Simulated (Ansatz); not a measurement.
A relaxed 1×1 slab of 3 planes, cut along (211) from a bcc crystal of one element, has a cell area of 30.93 Å² and a bulk spacing of 2.051 Å between its first planes. All-electron LAPW in Ansatz 0.2.0 (PBE, scalar-relativistic, no spin polarisation) gives γ = 0.38 J/m², Φ = 2.40 eV and a change of the outer spacing of -1.7 %. The bcc structure needn't be the element's own.

Question: Which element is it?

Answer: Ba. Other candidates weren't computed, and some may come near.
